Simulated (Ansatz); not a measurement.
One crystal and one scan (scan of one atom of the cell) at two levels, PBE-D3(BJ) (plane waves to 420 eV, PAW, scalar-relativistic; Ansatz, an electronic-structure program) and r2SCAN+rVV10 (plane waves to 500 eV, PAW, scalar-relativistic; Ansatz), each from its own relaxed cell and on its own mesh.

The crystal is WS$_{2}$ (2H-MoS2 type, space group P6_3/mmc); one S atom of a 6-atom cell moves by s along Cartesian [110], with its periodic images.

E stands for the smeared free energy. Spin-orbit coupling is left out, though W is heavy. WS2 is run without spin polarisation. WS2 was relaxed with its symmetry unable to fall. Both scans cover s from -0.240 to 0.240 Å.

| quantity | run 1 | run 2 |
|---|---|---|
| Lattice constant a (Å) | 3.154 | 3.170 |
| Lattice constant c (Å) | 12.14 | 12.49 |
| Relaxed volume (Å³/atom) | 17.43 | 18.12 |
| Band gap of the relaxed cell, no spin-orbit coupling (eV) | 0.88 | 1.13 |
| Energy at s = 0.240 Å (meV/cell) | 277 | 285 |
| Force along the line at s = -0.240 Å (eV/Å) | 2.749 | 2.823 |
| Force constant k = d²E/ds² at s = 0 (finite differences) (eV/Å²) | 10.44 | 10.75 |

Question: Which run is which level?

Answer: Run 1 is PBE-D3(BJ), run 2 is r2SCAN+rVV10. PBE-D3(BJ) gives the lower value for: lattice constant a; lattice constant c; relaxed volume; band gap of the relaxed cell, no spin-orbit coupling; energy at s = 0.240 Å; force along the line at s = -0.240 Å; force constant k = d²E/ds² at s = 0. Both give the same symmetry of the curve: not even: the negative side lies higher at ±0.240 Å.

(A displaced cell: forces are minus the slopes of the energy, force constants its curvatures, and phonons follow from these.)
